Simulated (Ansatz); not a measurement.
The cell is the one relaxed in the Materials Project (mp-12107), not relaxed further here; entries there can be hypothetical.

Input and log of a run on TiPt3: DFT, r2SCAN, all-electron PAW with datasets made for the crystal, scalar-relativistic (Ansatz 0.2.0).

Command: `ansatz run input.yaml --threads 1 --pin off --max-ram 4096MiB --backend cpu --events-out ev --progress --plain --runs-dir out` The run took 67 s on 1 thread of Arm Neoverse V1, on a shared host.

```yaml
crystal:
  lattice:
    - [3.9245256, 0.0, 0.0]
    - [0.0, 3.9245256, 0.0]
    - [0.0, 0.0, 3.9245256]
  atoms:
    - { symbol: Ti, position: [0.0, 0.0, 0.0] }
    - { symbol: Pt, position: [0.5, 0.5, 0.0] }
    - { symbol: Pt, position: [0.5, 0.0, 0.5] }
    - { symbol: Pt, position: [0.0, 0.5, 0.5] }
kpoints:
  mp_grid: { grid: [9, 9, 9] }
  band_path:
    path:
      - [0.0, 0.0, 0.0]
      - [0.0, 0.5, 0.0]
      - [0.5, 0.5, 0.0]
      - [0.0, 0.0, 0.0]
      - [0.5, 0.5, 0.5]
      - [0.0, 0.5, 0.0]
      - [0.5, 0.5, 0.5]
      - [0.5, 0.5, 0.0]
    npoints: 8
scf:
  occupations: { method: fermi_dirac, width: 0.05 }
hamiltonian:
  xc: r2scan
  pseudopotentials: { kind: all_electron, datasets: crystal }
output:
  forces: true
  stress: true
  eigenvalues: true
  efg: { contact_densities: true }
```

What the program printed:

```
hamiltonian.pseudopotentials.datasets: crystal makes datasets for this crystal and solves the spheres of its atoms anew in each pass: cutoff 260.0 eV, the density's 1820.0 eV; for an error of 0.50 meV an atom under PBE, 2.0 meV for the cell; an energy difference from a run of another recipe may be off by several times the error for the cell, under r2SCAN by more, where some 0.1 meV an atom stays at smaller errors; Ti in spheres of 1.376 Å, 12 of its electrons in bands; Pt in spheres of 1.376 Å, 18 of its electrons in bands
band count auto-derived: 41 (N_el = 66.0; filled up to band 33; 40 by the electrons, moments and atoms)
Pt: output.efg is read without spin–orbit coupling, which moves field gradients at and beside such atoms by some per cent and up to a factor of two; PAW files take it under magnetization.noncollinear and magnetization.spin_orbit
Engine: ansatz 0.2.0
Pseudopotentials: kind: all_electron
Pseudopotential: Ti, paw, valence charge 12, recommended cutoff 260 eV (normal), Koelling and Harmon's equation, gaussian nucleus
Pseudopotential: Pt, paw, valence charge 18, recommended cutoff 260 eV (normal), Koelling and Harmon's equation, gaussian nucleus
Functional definition: r2SCAN
  parameter k0 = 0.174
  parameter k1 = 0.065
  parameter a1 = 4.9479
  exchange = r2scan_x(k0 = k0, k1 = k1, a1 = a1)
  correlation = r2scan_c
Crystal: 4 atoms, lattice volume = 60.445 Å³
Basis set: ecut = 260 eV, 587 PW (Γ), exchange–correlation on 90×90×90 points (27 copies of the dense FFT grid, shifted against one another)
Bands: 41, of which v1, the nominal top of the filled ones, is band 33 counted from 1 (32 counted from 0)
Symmetry: 48 space group operations
Space group: Pm-3m (ITA 221), of the structure as read, at distance tolerance 3.9e-5 Å
k-points: 35 of 729
Non-local potential: Ti, projectors of the file, l = 0: 2, l = 1: 2, l = 2: 2
Non-local potential: Pt, projectors of the file, l = 0: 3, l = 1: 2, l = 2: 2
PAW form: soft (Blöchl's): semilocal exchange-correlation on the pseudo side does not see the compensation charge
PAW one-centre angular grid: Ti, 590 points (default); XC on its mesh's 1951 points in the sphere
PAW one-centre angular grid: Pt, 590 points (default); XC on its mesh's 1817 points in the sphere
Initial density: superposition of atomic densities (neutral atoms: chi_scale 0, normalization atom)
Initial wavefunctions: pseudopotential atomic-orbital guess
Functional: x = r2scan, c = r2scan; τ floored in thin density (d = 2e-4 eV/Å³)
iter 1 solved again at ethr=9.71e-3 eV; its pass at ethr=1.00e-1 eV (dr2=6.41e0 eV) is discarded
SCF iter   1: F=—  HF=-1526289.045985 eV  |F-HF|=—  |Δ(HF+E_count)|=         —  Δρ=1.02e-1  dr2=6.82e0  dr2_τ=3.55e-2  ethr=9.71e-3  ⟨swp⟩=2.2  Hψ=6824  notcnv=0
preconditioner: auto → Kerker (q_TF=auto, 2.769 Å⁻¹)  [metal: Δε(μ)=0.103 eV  Ē_g=6.893 eV  σ=0.050 eV  W_gap=0.43  n_scr=18 (ndim 8)  ℏωp=27.8 eV  f_vac=0.000  D(μ)=1.60/eV (n_scr^D=6)]
SCF iter   2: F=—  HF=-1526287.992013 eV  |F-HF|=—  |Δ(HF+E_count)|=    1.05e0  Δρ=5.57e-2  dr2=1.96e0  dr2_τ=4.21e-3  ethr=9.71e-3  ⟨swp⟩=2.0  Hψ=2870  notcnv=0
iter 3 solved again at ethr=6.22e-5 eV; its pass at ethr=2.97e-3 eV (dr2=4.11e-2 eV) is discarded
SCF iter   3: F=—  HF=-1526287.593908 eV  |F-HF|=—  |Δ(HF+E_count)|=   3.98e-1  Δρ=8.83e-3  dr2=4.10e-2  dr2_τ=1.32e-3  ethr=6.22e-5  ⟨swp⟩=2.0  Hψ=6599  notcnv=0
SCF iter   4: F=—  HF=-1526287.725714 eV  |F-HF|=—  |Δ(HF+E_count)|=   1.32e-1  Δρ=1.98e-2  dr2=3.30e-1  dr2_τ=1.57e-3  ethr=6.21e-5  ⟨swp⟩=3.5  Hψ=3737  notcnv=0
SCF iter   5: F=—  HF=-1526287.812487 eV  |F-HF|=—  |Δ(HF+E_count)|=   8.68e-2  Δρ=2.41e-2  dr2=6.06e-1  dr2_τ=6.70e-3  ethr=6.21e-5  ⟨swp⟩=3.9  Hψ=3907  notcnv=0  recentre
SCF iter   6: F=—  HF=-1526287.756908 eV  |F-HF|=—  |Δ(HF+E_count)|=   5.56e-2  Δρ=9.06e-4  dr2=4.13e-4  dr2_τ=6.70e-5  ethr=6.21e-5  ⟨swp⟩=3.7  Hψ=3738  notcnv=0
SCF iter   7: F=—  HF=-1526287.773057 eV  |F-HF|=—  |Δ(HF+E_count)|=   1.61e-2  Δρ=2.25e-3  dr2=5.36e-3  dr2_τ=6.72e-5  ethr=6.25e-7  ⟨swp⟩=3.6  Hψ=3988  notcnv=0
SCF iter   8: F=—  HF=-1526287.772861 eV  |F-HF|=—  |Δ(HF+E_count)|=   1.95e-4  Δρ=7.42e-4  dr2=6.02e-4  dr2_τ=8.01e-7  ethr=6.25e-7  ⟨swp⟩=3.1  Hψ=2828  notcnv=0
SCF iter   9: F=—  HF=-1526287.772625 eV  |F-HF|=—  |Δ(HF+E_count)|=   2.36e-4  Δρ=2.30e-4  dr2=3.62e-5  dr2_τ=7.28e-7  ethr=6.25e-7  ⟨swp⟩=2.8  Hψ=3044  notcnv=0
SCF iter  10: F=—  HF=-1526287.772644 eV  |F-HF|=—  |Δ(HF+E_count)|=   1.87e-5  Δρ=1.53e-4  dr2=2.82e-5  dr2_τ=1.35e-7  ethr=5.48e-8  ⟨swp⟩=2.7  Hψ=2670  notcnv=0
SCF iter  11: F=—  HF=-1526287.772648 eV  |F-HF|=—  |Δ(HF+E_count)|=   3.50e-6  Δρ=1.01e-4  dr2=1.08e-5  dr2_τ=4.12e-8  ethr=4.27e-8  ⟨swp⟩=2.9  Hψ=2690  notcnv=0
SCF iter  12: F=—  HF=-1526287.772647 eV  |F-HF|=—  |Δ(HF+E_count)|=   5.17e-7  Δρ=1.93e-5  dr2=3.77e-7  dr2_τ=1.10e-9  ethr=1.63e-8  ⟨swp⟩=2.0  Hψ=2630  notcnv=0
SCF iter  13: F=—  HF=-1526287.772647 eV  |F-HF|=—  |Δ(HF+E_count)|=   1.24e-7  Δρ=2.20e-5  dr2=4.03e-7  dr2_τ=2.38e-9  ethr=5.71e-10  ⟨swp⟩=3.1  Hψ=2789  notcnv=0
SCF iter  14: F=—  HF=-1526287.772647 eV  |F-HF|=—  |Δ(HF+E_count)|=   2.77e-8  Δρ=1.59e-5  dr2=2.83e-7  dr2_τ=1.63e-9  ethr=5.71e-10  ⟨swp⟩=3.0  Hψ=2798  notcnv=0
SCF iter  15: F=—  HF=-1526287.772647 eV  |F-HF|=—  |Δ(HF+E_count)|=   3.96e-9  Δρ=8.71e-6  dr2=7.96e-8  dr2_τ=2.59e-11  ethr=4.29e-10  ⟨swp⟩=2.0  Hψ=2630  notcnv=0
SCF iter  16: F=-1526287.772647 eV  HF=-1526287.772647 eV  |F-HF|=3.73e-9  |Δ(HF+E_count)|=   6.98e-9  Δρ=2.21e-6  dr2=5.24e-9  dr2_τ=9.17e-13  ethr=1.21e-10  ⟨swp⟩=2.1  Hψ=2632  notcnv=0
SCF 1 converged in 16 iterations: F = -1526287.772648 eV  dr2 = 5.24e-9
  Residual-converged pass: ⟨swp⟩=2.6  Hψ=2315  notcnv=0  max |occ|·‖R‖ = 6.7e-6 eV (tolerance 6.7e-6 eV)  dr2=5.23e-9  dr2_τ=8.43e-13  dr2_onsite=6.87e-9  max |Δocc| = 1.4e-10
  greatest PAW one-centre occupation: 1.012 electrons in one spin orbital (limit 2), on the Pt atom at site 3 (counted from 0), in its partial waves of l = 0
NSCF: frozen V_eff on 57 k-points
SCF converged after 16 iterations
Free energy (F): -1526287.772648 eV
Harris-Foulkes:  -1526287.772648 eV  (|F-HF|=3.73e-9)
Internal energy: -1526287.761497 eV  (E = F + TS)
E sigma→0 (E₀):  -1526287.767072 eV
Entropy (-TS):   -0.011151 eV (-2.788 meV/atom)
Past the cutoff: the bands carry plane waves up to 2.50 times it, of which those up to 1.5 times it add -0.001154 eV an atom, each by itself; the spheres take 0.001234 eV an atom off the energy for waves past 2.50 times it
Past the cutoffs: a stress includes 0.0071 GPa for waves and charges beyond them, in addition to the slope of what the spheres take
In the spheres:  the bands' charges fall short by 1.2e-6 e at most (sound up to 1e-3)
Fermi energy:    26.106202 eV
--- Per-component energies (eV) ---
  The terms above E_closure are by the made datasets' own strengths, without shells solved beside the bands.
--- Forces (eV/Å), atoms counted from 1 ---
  atom   1  Ti    -0.00000000     0.00000000     0.00000000
  atom   2  Pt    -0.00000000     0.00000000    -0.00000000
  atom   3  Pt    -0.00000000     0.00000000     0.00000000
  atom   4  Pt    -0.00000000     0.00000000    -0.00000000
  max |Σ_I F_I| component: 2.91e-29 eV/Å
--- Stress (GPa, compression-positive) ---
       -0.662888       0.000000       0.000000
       -0.000000      -0.662888       0.000000
        0.000000       0.000000      -0.662888
  P = ⅓ Tr σ = -0.6629 GPa (-6.629 kbar)
--- PAW observables at the nuclei: V_zz in 10²¹ V/m², potentials from the cell's mean, atoms counted from 1 ---
  atom   1  Ti V_zz =    -0.000000   η = 0.0000   by run symmetry: forbidden
            electrostatic potential = -2541.623972 V   contact ρ = 56748.585646 e/Å³
  atom   2  Pt V_zz =    -8.468538   η = 0.0000   by run symmetry: allowed
            electrostatic potential = -16126.233156 V   contact ρ = 12052495.356152 e/Å³
  atom   3  Pt V_zz =    -8.468538   η = 0.0000   by run symmetry: allowed
            electrostatic potential = -16126.233156 V   contact ρ = 12052495.356152 e/Å³
  atom   4  Pt V_zz =    -8.468538   η = -0.0000   by run symmetry: allowed
            electrostatic potential = -16126.233156 V   contact ρ = 12052495.356153 e/Å³
--- Band table (eV; the first three rows and the last of 35) ---
  k-point 0: bands = ["-74.9934", "-74.9556", "-74.9556", "-34.6442", "-28.7686", "-28.7686", "-28.7686", "-28.5734", "-28.5734", "-28.5734", "-28.4188", "-28.4188", "-28.4188", "-9.7875", "-9.7875", "-9.7875", "15.6640", "18.5914", "18.9203", "18.9203", "19.2269", "19.2269", "19.2269", "22.3897", "22.3897", "22.3897", "24.3121", "24.3121", "25.5009", "26.1120", "26.1120", "26.1120", "27.5358", "27.5358", "27.7242", "27.7242", "27.7242"]
  k-point 1: bands = ["-74.9924", "-74.9566", "-74.9556", "-34.6444", "-28.7626", "-28.7626", "-28.7586", "-28.5750", "-28.5750", "-28.5738", "-28.4293", "-28.4231", "-28.4231", "-9.7908", "-9.7881", "-9.7881", "15.8325", "18.6962", "18.9776", "19.0605", "19.2888", "19.3288", "19.3288", "22.2878", "22.4382", "22.4382", "24.1701", "24.3313", "25.3503", "25.4115", "25.4115", "26.1124", "26.7770", "27.3623", "27.3623", "27.4601", "27.6107"]
  k-point 2: bands = ["-74.9895", "-74.9594", "-74.9556", "-34.6448", "-28.7463", "-28.7463", "-28.7301", "-28.5803", "-28.5803", "-28.5750", "-28.4594", "-28.4345", "-28.4345", "-9.7992", "-9.7897", "-9.7897", "16.3202", "18.9784", "19.1257", "19.4610", "19.4655", "19.6308", "19.6308", "22.0118", "22.5467", "22.5467", "23.7695", "24.2821", "24.2821", "24.3592", "24.9243", "25.2170", "26.1135", "26.8609", "26.8609", "27.2734", "27.3101"]
  k-point 34: bands = ["-74.9689", "-74.9677", "-74.9677", "-34.6425", "-28.8450", "-28.7473", "-28.7468", "-28.7468", "-28.4596", "-28.4596", "-28.4578", "-28.4225", "-28.4225", "-9.7993", "-9.7981", "-9.7981", "18.4930", "18.6039", "18.6039", "18.9703", "21.4731", "21.4731", "21.5971", "22.1842", "22.3764", "22.3764", "22.9645", "22.9645", "24.5908", "24.5908", "24.6737", "25.2115", "25.6078", "26.2238", "26.2238", "27.2558", "27.2558"]
```
